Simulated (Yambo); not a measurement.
Consider the following.

```
CELL_PARAMETERS angstrom
      4.29119     0.00000     0.00000
      0.00000     4.29119     0.00000
      0.00000     0.00000     8.19040
ATOMIC_POSITIONS crystal
  H  0.50000 0.50000 0.00000
  H  0.00000 0.00000 0.00000
  Sr 0.00000 0.50000 0.15602
  Sr 0.50000 0.00000 0.84398
  I  0.00000 0.50000 0.66477
  I  0.50000 0.00000 0.33523
```

Workflow: PBEsol (Quantum ESPRESSO, PseudoDojo norm-conserving, 72 Ry, without SOC), then G0W0 in Yambo (2×2×1 Γ-centred k mesh, 230 bands and a 7 Ry block in the screening, 230 bands in G with the Bruneval-Gonze terminator, plasmon pole fitted at 27.2 eV).

Give the PBEsol and G0W0 gaps between the band edges found on this mesh, and say where the edges lie.

Edges: X → M. PBEsol: 3.45 eV; G0W0: 4.98 eV. The mesh misses an edge: along a dense path the PBEsol gap is 2.95 eV. Nearest settings tried, and what they do to the gap: 145 bands in G: -1 meV; 145 bands in W, 145 bands in G: -13 meV; 6 Ry block (249 vectors against 337): -55 meV. Not varied: mesh. So the settings aren't converged at that level. The k mesh is coarse. Without spin-orbit coupling, band edges of such heavy elements can be off by tenths of an eV.

Geometry relaxed with PBE+D3(BJ).
